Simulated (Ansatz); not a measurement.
Relaxation of a generated cell, Rh placed in the simple-cubic structure type; 1 atom in the cell, which starts as Pm-3m (No. 221), cP1; a = 2.486 Å, b = 2.486 Å, c = 2.486 Å, α = 90.00°, β = 90.00°, γ = 90.00°. Level of theory: r2SCAN (plane waves to 500 eV, PAW, scalar-relativistic; Ansatz, a program for electronic structure). Γ-centred k-mesh 13×13×13 on the run's cell (coarser than for final values), Fermi–Dirac smearing 0.05 eV. This is the first round of the run. 

The optimiser's lines from the output (shortened; P is positive under compression):

```
relax step   1: F+E_penalty+E_count = -6414.51430141 eV  Δ(F+E_penalty+E_count) = +0.000e0 eV  max|allowed force component| = 0.000e0 eV/Å  Δτ_max = 0.0000 Å  P = +7.013 GPa  Ω = 15.364 Å³  (7 SCF iters, dr2 threshold 1.00e-7 eV, accepted)
relax step   2: F+E_penalty+E_count = -6414.52310580 eV  Δ(F+E_penalty+E_count) = -8.804e-3 eV  max|allowed force component| = 0.000e0 eV/Å  Δτ_max = 0.0000 Å  P = -2.472 GPa  Ω = 16.063 Å³  (8 SCF iters, dr2 threshold 1.00e-7 eV, accepted)
relax step   3: F+E_penalty+E_count = -6414.52471794 eV  Δ(F+E_penalty+E_count) = -1.612e-3 eV  max|allowed force component| = 0.000e0 eV/Å  Δτ_max = 0.0000 Å  P = -0.157 GPa  Ω = 15.875 Å³  (8 SCF iters, dr2 threshold 1.00e-7 eV, accepted)
relax step   4: F+E_penalty+E_count = -6414.52472749 eV  Δ(F+E_penalty+E_count) = -9.549e-6 eV  max|allowed force component| = 0.000e0 eV/Å  Δτ_max = 0.0000 Å  P = +0.004 GPa  Ω = 15.862 Å³  (4 SCF iters, dr2 threshold 6.19e-8 eV, accepted)
relax step   5: F+E_penalty+E_count = -6414.52488202 eV  Δ(F+E_penalty+E_count) = -1.545e-4 eV  max|allowed force component| = 0.000e0 eV/Å  Δτ_max = 0.0000 Å  P = +0.011 GPa  Ω = 15.862 Å³  stress off target by 1.09e-2 GPa  SCF on the basis re-selected at this cell (its energy is not comparable with the rows above)  (7 SCF iters)
```

From the first to the last row the energy changes by -0.01 eV/atom and the volume by +3.2 %. The last row is marked as not comparable with the walk above it, whose basis was carried along; it does compare with step 1, since both stand on a basis selected at the nominal cutoff for their own cell.

Later rounds, restarted from the end of this one on a renewed k-mesh, logged 4 more steps and released under 0.01 eV/atom more. The final structure after all rounds: Pm-3m (No. 221), cP1, simple cubic type; a = 2.512 Å, b = 2.512 Å, c = 2.512 Å, α = 90.00°, β = 90.00°, γ = 90.00°. Between re-selections the logged energies stand on a plane-wave basis carried along with the cell. No spin polarisation in the result.

The run could not lower the symmetry of its start; a shaken copy of this end point relaxes with r2SCAN to I4/mmm (No. 139), 0.45 eV/atom lower.

The relaxed structure here is a generated cell of Rh: the first start was made by placing the elements on the sites of a structure type, and the end was not matched to a known phase here, so it may be hypothetical. Known forms of Rh include space group No. 225.
